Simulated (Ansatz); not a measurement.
A geometry of Al away from equilibrium: the start of the relaxation of a generated cell, Al placed in the AFLOW prototype A_oP8_62_2c (A_c). The numbers are results of r2SCAN (plane waves to 500 eV, PAW, scalar-relativistic; Ansatz, a quantum-chemistry and plane-wave program), not measurements. Γ-centred k-mesh 7×10×10 on the run's cell, Fermi–Dirac smearing 0.05 eV.

```xyz
8
Lattice="6.5265 0.0000 0.0000 0.0000 4.6262 0.0000 0.0000 0.0000 4.7869" Properties=species:S:1:pos:R:3 pbc="T T T"
Al     3.0283     1.1566     1.3978
Al     6.2915     1.1566     0.9957
Al     3.4982     3.4697     3.3891
Al     0.2350     3.4697     3.7912
Al     1.1813     1.1566     3.1498
Al     4.4445     1.1566     4.0305
Al     5.3452     3.4697     1.6371
Al     2.0819     3.4697     0.7563
```

Problem. Predict the force on each atom, in eV/Å.

Solution. 
```csv
atom,Fx,Fy,Fz
Al1,0.97,0.00,0.63
Al2,0.97,0.00,-0.63
Al3,-0.97,0.00,-0.63
Al4,-0.97,0.00,0.63
Al5,0.35,0.00,0.85
Al6,0.35,0.00,-0.85
Al7,-0.35,0.00,-0.85
Al8,-0.35,0.00,0.85
```

Problem. What is the pressure?

Solution. +2.8 GPa, compression positive.

Problem. How far above the relaxed end point is this geometry?

Solution. 0.31 eV/atom; the path ends in I4/mmm (No. 139) (AFLOW prototype A_tI2_139_a (A_a)).

No spin polarisation in the result.

The run could not lose the symmetry of its start, so the end can be a saddle point.

The end of the path is a generated cell of Al: the first start was made by placing the elements on the sites of a structure type, and the end was not matched to a known phase here, so it may be hypothetical. Known forms of Al include space group No. 225.
